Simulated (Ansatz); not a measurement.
TeO₂:
```
TeO2
1.0
    0.00000     2.83696    -2.51125
    0.00000     2.83696     2.51125
    6.04647     0.00000     0.00000
Te O
2 4
Direct
  0.90759   0.09241   0.00000
  0.40759   0.59241   0.50000
  0.34296   0.00558   0.84470
  0.99442   0.65704   0.15530
  0.84296   0.50558   0.65530
  0.49442   0.15704   0.34470
```

Relaxed with r²SCAN+D4.

### Question
Give the Bader charges and basin volumes of the independent atoms, r²SCAN+D4 in the plane-wave PAW code Ansatz.

### Answer


```
atom  Bader charge (e)  Bader volume (Å³)
----  ----------------  -----------------
Te1              +2.37               15.7
O3               -1.18               13.7
```

Space group Aea2. The start of the workflow was typed in or built on a structure type; neither database checked (COD, Materials Project) lists it. COD files the formula under space group No. 19, 61, 92, 136. Whether it is the stable phase at ambient conditions was not checked. Symmetry was held in the r²SCAN+D4 relaxation; its stability against distortions is not shown here. The volume moved by -58 % from the start of the relaxation. Scalar-relativistic: spin–orbit coupling is off unless named, which matters more the heavier the elements.

Potentials: the earlier of the program's two PAW sets.
